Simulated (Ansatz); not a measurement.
A relaxed structure of TiAl. Space group P4/mmm (No. 123), AFLOW prototype AB_tP2_123_a_d (L1_0, as in CuAu). These are r2SCAN (plane waves to 500 eV, PAW, scalar-relativistic; Ansatz, a quantum-chemistry and plane-wave program) values and carry that method's errors.

```cif
data_AlTi
_chemical_formula_sum 'Al1 Ti1'
_space_group_name_H-M_alt 'P4/mmm'
_space_group_IT_number 123
_space_group_name_Hall '-P 4 2'
_cell_length_a 2.81320
_cell_length_b 2.81320
_cell_length_c 4.05795
_cell_angle_alpha 90.000
_cell_angle_beta 90.000
_cell_angle_gamma 90.000
loop_
_atom_site_label
_atom_site_type_symbol
_atom_site_symmetry_multiplicity
_atom_site_Wyckoff_symbol
_atom_site_fract_x
_atom_site_fract_y
_atom_site_fract_z
_atom_site_occupancy
Al1 Al 1 d 0.50000 0.50000 0.50000 1
Ti1 Ti 1 a 0.00000 0.00000 0.00000 1
```

| Item | Result |
|---|---|
| Volume per atom | 16.06 Å³ |
| Density | 3.87 g/cm³ |
| Band gap | zero (metallic) |
| Shortest distances | Al–Al 2.81 Å; Ti–Ti 2.81 Å; Al–Ti 2.84 Å |
| k-mesh | 16×16×12 |

Band energies at high-symmetry points (eV from the Fermi level; labels of this space group; no spin-orbit coupling), from −5 eV up to 3.4 eV:

| point | energies |
|---|---|
| Γ | -1.98 -0.97 -0.49 2.39 2.39 |
| X | -4.89 -4.82 -1.79 -0.26 2.07 2.77 |
| M | -3.28 -0.57 -0.57 -0.41 -0.17 -0.17 |
| Z | -0.78 0.79 2.02 2.02 |
| R | -3.27 -1.37 -1.30 1.59 2.13 2.53 |
| A | -2.60 -2.40 -2.40 2.19 2.40 2.69 |

No spin polarisation in the result.

The run could not lose the symmetry of its start.

All atoms sit on sites fixed by symmetry, so only the cell could relax.

The first start was generated by a random draw of sites in a space group. A measured structure of TiAl has the same space group, P4/mmm (No. 123); the sites were not compared with it.
